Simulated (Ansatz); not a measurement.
A geometry of Be away from equilibrium: step 2 of the relaxation of a relaxed Be cell, doubled along one cell vector, shaken by Gaussian noise of σ = 0.08 Å a coordinate. The numbers are results of PBEsol (plane waves to 420 eV, PAW, scalar-relativistic; Ansatz, a first-principles code), not measurements. Γ-centred k-mesh 18×9×18 on the run's cell (coarser than for final values), Fermi–Dirac smearing 0.05 eV.

```
CELL_PARAMETERS angstrom
     -1.24367     1.24450     1.25063
      2.47675    -2.47544     2.47712
      1.24960     1.24365    -1.24385
ATOMIC_POSITIONS crystal
  Be 0.03908 0.02461 0.03440
  Be 0.04691 0.51428 0.01658
```

Problem. Give the Cartesian forces on all atoms (eV/Å).

Solution. 
| atom | Fx | Fy | Fz |
|---|---|---|---|
| Be1 | -0.20 | 0.09 | -0.20 |
| Be2 | 0.20 | -0.09 | 0.20 |

Problem. What is the pressure?

Solution. +0.7 GPa, compression positive.

Problem. How far above the relaxed end point is this geometry?

Solution. 0.10 eV/atom; the path ends in P6₃/mmc (No. 194) (hcp (Mg type)).

No spin polarisation in the result.

The run could not lose the symmetry of its start.

Of the parent cell (Im-3m (No. 229)): it is a generated cell of Be: the first start was made by placing the elements on the sites of a structure type, and the end was not matched to a known phase here, so it may be hypothetical. Known forms of Be include space group No. 194.
